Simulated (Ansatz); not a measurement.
## Every step of a relaxation of zincblende CdTe (110), 3 layers

DFT, PBE, PAW with Ansatz's default frozen-core files, scalar-relativistic (Ansatz 0.2.0); a Γ-centred 6×4×1 k mesh, Fermi–Dirac smearing of 0.02 eV, no spin polarisation. The run relaxes the atoms in the fixed cell.

Command: `ansatz run input.yaml --threads 2 --pin off --max-ram 4096MiB --backend cpu --events-out ev --progress --plain --runs-dir out` It took 2.3 min on 2 threads of Arm Neoverse V1, on a shared host, peak memory 0.93 GiB.

```yaml
crystal:
  lattice:
    - [4.6780529383, 0.0, 0.0]
    - [0.0, 6.6157659109, 0.0]
    - [0.0, 0.0, 20.6781]
  atoms:
    - { symbol: Cd, position: [0.25, 0.125, 0.3868838786] }
    - { symbol: Te, position: [0.75, 0.875, 0.3868838786] }
    - { symbol: Cd, position: [0.75, 0.625, 0.5] }
    - { symbol: Te, position: [0.25, 0.375, 0.5] }
    - { symbol: Cd, position: [0.25, 0.125, 0.6131161214] }
    - { symbol: Te, position: [0.75, 0.875, 0.6131161214] }
kpoints:
  mp_grid: { grid: [6, 4, 1] }
scf:
  occupations: { method: fermi_dirac, width: 0.02 }
hamiltonian:
  xc: pbe
  pseudopotentials: { kind: paw }
output:
  forces: true
  stress: true
  eigenvalues: true
relax:
  f_tol: 0.01
  max_steps: 40
efield:
  axis: 3
  amplitude: 0
  dipole_correction: true
```

Each step lists its free energy a cell above the last geometry, and Cartesian positions (Å) with forces (eV/Å).

The first step:

```
step 1  dF = 821.92 meV
  Cd 1.1695 0.8270 8.0000   0.0000 -0.8253 0.6355
  Te 3.5085 5.7888 8.0000   0.0000 0.4086 -0.7351
  Cd 3.5085 4.1349 10.3391   0.0000 0.3291 0.0000
  Te 1.1695 2.4809 10.3391   0.0000 0.5045 0.0000
  Cd 1.1695 0.8270 12.6781   0.0000 -0.8253 -0.6355
  Te 3.5085 5.7888 12.6781   0.0000 0.4086 0.7351
```

Spin–orbit coupling is left out, which matters for the heavy atoms.

Task: Where does the relaxation end, and by which steps?

Result: After 5 geometries, with a shortest distance of 2.800 Å. The further steps:
```
step 2  dF = 293.45 meV
  Cd 1.1695 0.6960 8.1443   0.0000 -0.2269 0.5549
  Te 3.5085 5.8090 7.8642   0.0000 -0.0114 -0.2620
  Cd 3.5085 4.2516 10.3391   0.0000 0.3559 -0.0001
  Te 1.1695 2.5857 10.3391   0.0000 0.1215 0.0001
  Cd 1.1695 0.6960 12.5338   0.0000 -0.2268 -0.5549
  Te 3.5085 5.8090 12.8139   0.0000 -0.0114 0.2621
step 3  dF = 69.38 meV
  Cd 1.1695 0.6177 8.3224   0.0000 -0.0238 0.3233
  Te 3.5085 5.8002 7.8152   0.0000 -0.0535 -0.0478
  Cd 3.5085 4.3458 10.3390   0.0000 0.2480 -0.0001
  Te 1.1695 2.6656 10.3391   0.0000 -0.0933 0.0001
  Cd 1.1695 0.6177 12.3557   0.0000 -0.0236 -0.3234
  Te 3.5085 5.8002 12.8630   0.0000 -0.0534 0.0479
step 4  dF = 0.42 meV
  Cd 1.1695 0.5579 8.5080   0.0000 0.0139 -0.0134
  Te 3.5085 5.7960 7.8163   0.0000 -0.0066 0.0248
  Cd 3.5085 4.4287 10.3390   0.0000 0.0273 -0.0002
  Te 1.1695 2.7108 10.3391   0.0000 -0.0419 0.0002
  Cd 1.1695 0.5579 12.1701   0.0000 0.0141 0.0132
  Te 3.5085 5.7960 12.8619   0.0000 -0.0065 -0.0245
step 5  dF = 0.00 meV
  Cd 1.1695 0.5610 8.4989   0.0000 0.0094 0.0042
  Te 3.5085 5.7953 7.8194   0.0000 -0.0087 -0.0008
  Cd 3.5085 4.4301 10.3390   0.0000 0.0063 0.0006
  Te 1.1695 2.7045 10.3391   0.0000 -0.0071 -0.0004
  Cd 1.1695 0.5611 12.1791   0.0000 0.0088 -0.0036
  Te 3.5085 5.7953 12.8588   0.0000 -0.0088 0.0001
step 6  dF = 0.00 meV  (same geometry, solved once more)
  Cd 1.1695 0.5610 8.4989   0.0000 0.0094 0.0042
  Te 3.5085 5.7953 7.8194   0.0000 -0.0087 -0.0008
  Cd 3.5085 4.4301 10.3390   0.0000 0.0063 0.0006
  Te 1.1695 2.7045 10.3391   0.0000 -0.0071 -0.0004
  Cd 1.1695 0.5611 12.1791   0.0000 0.0088 -0.0036
  Te 3.5085 5.7953 12.8588   0.0000 -0.0088 0.0001
```
